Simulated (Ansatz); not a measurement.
Input:

TiTe2:
```yaml
crystal:
  lattice:
    - [3.79289, 0.00000, 0.00000]
    - [-1.89645, 3.28474, 0.00000]
    - [0.00000, 0.00000, 6.64684]
  atoms:
    - { symbol: Ti, position: [0.00000, 0.00000, 0.00000] }
    - { symbol: Te, position: [0.33333, 0.66667, 0.25449] }
    - { symbol: Te, position: [0.66667, 0.33333, 0.74551] }
```

This is the r²SCAN+D4-relaxed structure. x, y and z are the axes in which the lattice vectors are written.

All from r²SCAN+D4 (plane waves, PAW; program Ansatz), unless another level is named. Estimate the Debye temperature from the elastic constants.

194 K.

Predict the elastic constants (relaxed ions, GPa).

C11 = 81.5, C12 = 19.2, C13 = 14.5, C14 = -4.9, C33 = 30.1, C44 = 14.0.

Space group P-3m1 (CdI2 type). The cell was relaxed with r²SCAN+D4 under the symmetry of its start; of distortions, only those at the zone centre were tested. The run is not spin-polarised. As this level gives no gap, shear constants depend on the k-mesh and smearing (Fermi–Dirac, 0.1 eV here). Scalar-relativistic: spin–orbit coupling is off unless named, which matters more the heavier the elements.

Potentials: the later of the program's two PAW sets.
